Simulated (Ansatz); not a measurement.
PtS₂ (CdI2 type)

```yaml
crystal:
  lattice:
    - [3.58366, 0.00000, 0.00000]
    - [-1.79183, 3.10354, 0.00000]
    - [0.00000, 0.00000, 4.65604]
  atoms:
    - { symbol: Pt, position: [0.00000, 0.00000, 0.00000] }
    - { symbol: S, position: [0.66667, 0.33333, 0.25904] }
    - { symbol: S, position: [0.33333, 0.66667, 0.74096] }
```

In this cell atom 2 (S, nearest neighbour Pt at 2.395 Å; its periodic images, 3.6 Å or more away, move with it) is moved by s towards the nearest neighbour, unit vector (-0.748, -0.432, -0.504); all other atoms and the cell stay fixed.

Level of theory: PBE-D3(BJ) (plane waves to 420 eV, PAW, scalar-relativistic; Ansatz, a program for electronic structure). k mesh 12×12×8 (Γ-centred), Fermi-Dirac smearing 0.05 eV. The energy includes the smearing's −TS. Stress and pressure are positive under compression. With partly filled bands, energies and forces of such displacements shift with the k mesh and the smearing. At this level the bands of PtS2 touch or barely overlap; measurements give the solid a gap. PtS2 is run without spin polarisation. PtS2 was relaxed with its symmetry unable to fall. Spin-orbit coupling is left out, though Pt is heavy. The PAW data are Ansatz's earlier set. The zero of ΔE is the undisplaced structure.

Problem. What ΔE (meV/cell) and P (GPa) does the calculation give at s (Å) = -0.192, -0.144, -0.048, 0.096, 0.144?

Solution. 
```csv
s (Å),ΔE (meV/cell),P (GPa)
-0.192,137,-2.2
-0.144,83,-1.9
-0.048,10,-0.8
0.096,50,2.2
0.144,120,3.7
```

(For displaced atoms, the force is minus the slope of the energy, and its curvature is a force constant, which sets phonon frequencies.)
